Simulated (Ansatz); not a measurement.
Harmonic thermodynamics of Ti2AlC

All numbers below come from DFT LDA, scalar-relativistic, plane waves, PAW (Ansatz). Settings: 420 eV plane-wave cutoff, Γ-centred 12×12×4 mesh, Fermi-Dirac smearing of 0.15 eV. No spin polarisation. Phonons by linear response, acoustic sum rule imposed.

Relaxed structure:
```cif
data_structure
_symmetry_space_group_name_H-M 'P 1'
_symmetry_Int_Tables_number 1
_cell_length_a 3.0130
_cell_length_b 3.0130
_cell_length_c 13.5233
_cell_angle_alpha 90.000
_cell_angle_beta 90.000
_cell_angle_gamma 120.000
_cell_volume 106.32
loop_
_atom_site_label
_atom_site_type_symbol
_atom_site_fract_x
_atom_site_fract_y
_atom_site_fract_z
_atom_site_occupancy
Ti1 Ti 0.33333 0.66667 0.08371 1
Ti2 Ti 0.66667 0.33333 0.58371 1
Ti3 Ti 0.66667 0.33333 0.91629 1
Ti4 Ti 0.33333 0.66667 0.41629 1
Al1 Al 0.33333 0.66667 0.75000 1
Al2 Al 0.66667 0.33333 0.25000 1
C1 C 0.00000 0.00000 0.00000 1
C2 C 0.00000 0.00000 0.50000 1
```

In a metal, frequencies and elastic constants depend on the k mesh and the smearing, soft modes and shear constants most. The q mesh is coarse, so values between its points are rough.

Force constants from linear response on a 3×3×1 q mesh, interpolated to a fine mesh.

Phonon density of states, in bins of 10 cm⁻¹:
```json
{"bin centre (cm⁻¹)": "5", "share of modes (%)": "0.0"}
{"bin centre (cm⁻¹)": "15", "share of modes (%)": "0.0"}
{"bin centre (cm⁻¹)": "25", "share of modes (%)": "0.0"}
{"bin centre (cm⁻¹)": "35", "share of modes (%)": "0.0"}
{"bin centre (cm⁻¹)": "45", "share of modes (%)": "0.0"}
{"bin centre (cm⁻¹)": "55", "share of modes (%)": "0.1"}
{"bin centre (cm⁻¹)": "65", "share of modes (%)": "0.1"}
{"bin centre (cm⁻¹)": "75", "share of modes (%)": "0.1"}
{"bin centre (cm⁻¹)": "85", "share of modes (%)": "0.2"}
{"bin centre (cm⁻¹)": "95", "share of modes (%)": "0.3"}
{"bin centre (cm⁻¹)": "105", "share of modes (%)": "0.4"}
{"bin centre (cm⁻¹)": "115", "share of modes (%)": "0.6"}
{"bin centre (cm⁻¹)": "125", "share of modes (%)": "0.9"}
{"bin centre (cm⁻¹)": "135", "share of modes (%)": "1.1"}
{"bin centre (cm⁻¹)": "145", "share of modes (%)": "1.4"}
{"bin centre (cm⁻¹)": "155", "share of modes (%)": "2.3"}
{"bin centre (cm⁻¹)": "165", "share of modes (%)": "3.2"}
{"bin centre (cm⁻¹)": "175", "share of modes (%)": "2.6"}
{"bin centre (cm⁻¹)": "185", "share of modes (%)": "2.2"}
{"bin centre (cm⁻¹)": "195", "share of modes (%)": "1.9"}
{"bin centre (cm⁻¹)": "205", "share of modes (%)": "2.4"}
{"bin centre (cm⁻¹)": "215", "share of modes (%)": "3.1"}
{"bin centre (cm⁻¹)": "225", "share of modes (%)": "2.9"}
{"bin centre (cm⁻¹)": "235", "share of modes (%)": "2.4"}
{"bin centre (cm⁻¹)": "245", "share of modes (%)": "2.8"}
{"bin centre (cm⁻¹)": "255", "share of modes (%)": "4.0"}
{"bin centre (cm⁻¹)": "265", "share of modes (%)": "3.2"}
{"bin centre (cm⁻¹)": "275", "share of modes (%)": "4.4"}
{"bin centre (cm⁻¹)": "285", "share of modes (%)": "6.6"}
{"bin centre (cm⁻¹)": "295", "share of modes (%)": "4.2"}
{"bin centre (cm⁻¹)": "305", "share of modes (%)": "3.2"}
{"bin centre (cm⁻¹)": "315", "share of modes (%)": "3.0"}
{"bin centre (cm⁻¹)": "325", "share of modes (%)": "3.9"}
{"bin centre (cm⁻¹)": "335", "share of modes (%)": "3.0"}
{"bin centre (cm⁻¹)": "345", "share of modes (%)": "0.3"}
{"bin centre (cm⁻¹)": "355", "share of modes (%)": "0.9"}
{"bin centre (cm⁻¹)": "365", "share of modes (%)": "4.4"}
{"bin centre (cm⁻¹)": "375", "share of modes (%)": "2.1"}
{"bin centre (cm⁻¹)": "385", "share of modes (%)": "0.6"}
{"bin centre (cm⁻¹)": "395", "share of modes (%)": "0.3"}
{"bin centre (cm⁻¹)": "405", "share of modes (%)": "0.0"}
{"bin centre (cm⁻¹)": "415", "share of modes (%)": "0.0"}
{"bin centre (cm⁻¹)": "425", "share of modes (%)": "0.0"}
{"bin centre (cm⁻¹)": "435", "share of modes (%)": "0.0"}
{"bin centre (cm⁻¹)": "445", "share of modes (%)": "0.0"}
{"bin centre (cm⁻¹)": "455", "share of modes (%)": "0.0"}
{"bin centre (cm⁻¹)": "465", "share of modes (%)": "0.0"}
{"bin centre (cm⁻¹)": "475", "share of modes (%)": "0.0"}
{"bin centre (cm⁻¹)": "485", "share of modes (%)": "0.0"}
{"bin centre (cm⁻¹)": "495", "share of modes (%)": "0.0"}
{"bin centre (cm⁻¹)": "505", "share of modes (%)": "0.0"}
{"bin centre (cm⁻¹)": "515", "share of modes (%)": "0.0"}
{"bin centre (cm⁻¹)": "525", "share of modes (%)": "0.0"}
{"bin centre (cm⁻¹)": "535", "share of modes (%)": "0.0"}
{"bin centre (cm⁻¹)": "545", "share of modes (%)": "0.0"}
{"bin centre (cm⁻¹)": "555", "share of modes (%)": "0.0"}
{"bin centre (cm⁻¹)": "565", "share of modes (%)": "0.0"}
{"bin centre (cm⁻¹)": "575", "share of modes (%)": "0.0"}
{"bin centre (cm⁻¹)": "585", "share of modes (%)": "0.6"}
{"bin centre (cm⁻¹)": "595", "share of modes (%)": "2.9"}
{"bin centre (cm⁻¹)": "605", "share of modes (%)": "2.4"}
{"bin centre (cm⁻¹)": "615", "share of modes (%)": "2.3"}
{"bin centre (cm⁻¹)": "625", "share of modes (%)": "0.1"}
{"bin centre (cm⁻¹)": "635", "share of modes (%)": "0.0"}
{"bin centre (cm⁻¹)": "645", "share of modes (%)": "0.0"}
{"bin centre (cm⁻¹)": "655", "share of modes (%)": "0.0"}
{"bin centre (cm⁻¹)": "665", "share of modes (%)": "0.1"}
{"bin centre (cm⁻¹)": "675", "share of modes (%)": "9.0"}
{"bin centre (cm⁻¹)": "685", "share of modes (%)": "3.8"}
{"bin centre (cm⁻¹)": "695", "share of modes (%)": "3.7"}
```

Task: Give the zero-point energy per atom.

Result: 66.5 meV.

Task: How large are the vibrational entropy and heat capacity at 300 K?

Result: S = 2.16 k_B and C_V = 2.32 k_B per atom, 77 % of the Dulong–Petit value.

Task: Tabulate them against temperature.

Result:
```
T (K) F_vib (meV/atom) S (k_B/atom) C_V (k_B/atom)
  100              65.6          0.37            0.86
  200              58.4          1.31            1.84
  300              43.3          2.16            2.32
  400              21.6          2.86            2.57
  500              -5.7          3.45            2.70
  600             -37.6          3.95            2.79
  700             -73.6          4.39            2.84
  800            -113.1          4.77            2.88
  900            -155.7          5.11            2.90
 1000            -201.0          5.42            2.92
```

Whether Ti2AlC exists in this form wasn't checked.

Cost: 1 run of about 69 core-minutes, on Intel Xeon Processor @ 2.50GHz (Skylake/Cascade Lake) (shared hosts).